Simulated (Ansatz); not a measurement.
RuSe2 in space group Pa-3 (No. 205; Ru on 4a, Se on 8c), r²SCAN (plane waves, PAW; program Ansatz). The conduction-band minimum lies at Γ, with 1 equivalent valley. Second derivatives d²E/dk² of the lowest band at one valley (eV·Å²), along Cartesian directions:

```json
[
 {"direction": "[100]", "d²E/dk²": "24.18"},
 {"direction": "[010]", "d²E/dk²": "24.18"},
 {"direction": "[001]", "d²E/dk²": "24.18"},
 {"direction": "[110]", "d²E/dk²": "24.18"},
 {"direction": "[101]", "d²E/dk²": "24.18"},
 {"direction": "[011]", "d²E/dk²": "24.18"}
]
```

Problem. Find the principal effective masses, the density-of-states mass and the conductivity mass.

Solution. Off-diagonal terms follow from H_xy = H[110] − (H_xx + H_yy)/2, and m*/mₑ = 7.620 eV·Å² over each eigenvalue: 0.32, 0.32, 0.32. One valley's DOS mass (m₁m₂m₃)^(1/3) = 0.32, conductivity mass 3/(Σ 1/mᵢ) = 0.32 mₑ.

Problem. What effective density of states Nc follows at 300 K for parabolic valleys?

Solution. Nc = 2.509e19 × 1 × (0.32)^(3/2) ≈ 4.5e18 cm⁻³.

The first step of the workflow began from a Materials Project structure, measured or hypothetical; the Crystallography Open Database files this formula in space group No. 205, but the cells were not matched. Its standing as an ambient phase is unchecked. Symmetry was held in the r²SCAN relaxation; its stability against distortions is not shown here. The run is not spin-polarised. Scalar-relativistic: spin–orbit coupling is off unless named, which matters more the heavier the elements.

Potentials: the later of the program's two PAW sets.

Edges and masses are those of Kohn–Sham bands, whose gap is no quasiparticle gap.
